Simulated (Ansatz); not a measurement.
The calculation used Ansatz, DFT PBE, scalar-relativistic, plane waves, PAW. All cells share a 420 eV cutoff and Γ-centred k meshes spaced about 0.3 Å⁻¹ or finer (0.25 for metals, 2π included). No spin polarisation in the final relaxations.

All energies are static (0 K, no zero-point motion). All come from trial cells, and lower structures may exist.

**Question.** Which of these relaxed structures of Sn2PbO3 is the lowest in energy?
A.

Space group Pmmn:1 (No. 59). a = 3.966 Å, b = 11.616 Å, c = 5.219 Å, α = 90.00°, β = 90.00°, γ = 90.00°
```tsv
atom	site	symmetry	x	y	z
Sn	4e	m..	0.0000	0.8366	0.2066
Pb	2b	mm2	0.0000	0.5000	0.2615
O	2a	mm2	0.5000	0.5000	0.0152
O	4e	m..	0.0000	0.6716	0.9994
```

B.

Space group P4/nmm:1 (No. 129). a = 3.923 Å, b = 3.923 Å, c = 15.888 Å, α = 90.00°, β = 90.00°, γ = 90.00°
```tsv
atom	site	symmetry	x	y	z
Sn	2c	4mm	0.0000	0.5000	0.7548
Sn	2c	4mm	0.5000	0.0000	0.9282
Pb	2c	4mm	0.5000	0.0000	0.6049
O	4f	2mm.	0.5000	0.5000	0.6833
O	2a	-4m2	0.5000	0.5000	0.0000
```

**Answer.** A. It has space group Pmmn (No. 59); the next, B, with space group P4/nmm (No. 129), lies 24 meV/atom higher. Counting O atoms around Pb and Sn (those within 1.25 times the shortest such distance or 1.15 times the sum of covalent radii, 1.27 where that leaves under three), the lowest and the next both have Sn 4, Pb 4.

Weakly bound directions are ill-defined at this level, which has no dispersion term (Pmmn, P4/nmm), and this can change margins and order among such cells. These runs have no spin–orbit coupling, which can matter for Pb. With atoms moved at random, Pmmn and P4/nmm came back. Some types were kept out of the candidates beforehand, so the set may lack a known form.
